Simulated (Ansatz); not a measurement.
Ca:
```
CELL_PARAMETERS angstrom
      0.00000     2.72726     2.72726
      2.72726     0.00000     2.72726
      2.72726     2.72726     0.00000
ATOMIC_POSITIONS crystal
  Ca 0.00000 0.00000 0.00000
```

Relaxed with PBEsol. Special points in fractions of this cell's reciprocal vectors: Γ (0.000, 0.000, 0.000); X (0.500, 0.000, 0.500); U (0.625, 0.250, 0.625); K (0.375, 0.375, 0.750); L (0.500, 0.500, 0.500); W (0.500, 0.250, 0.750).

Task: List the band energies nearest the Fermi level at these points for PBEsol in the plane-wave PAW code Ansatz.

Result: In eV from the Fermi level; about four levels below and three above (degenerate sets whole), none deeper than 8.9 eV; points with the same levels are listed once.

```
k        below                above
-  -----------  -------------------
Γ        -4.10       2.38 2.38 2.38
X        -0.50       0.54 1.03 4.22
U            –       0.01 0.39 0.86
L  -1.02 -0.13  2.26 2.26 4.23 4.23
W            –       0.18 0.70 0.70
```

Space group Fm-3m (fcc (Cu type)). The cell was relaxed with PBEsol under the symmetry of its start.

Potentials: the earlier of the program's two PAW sets. The files were generated under PBE; for other functionals the program regenerates the frozen cores, and for LDA and PBEsol the local potential too.
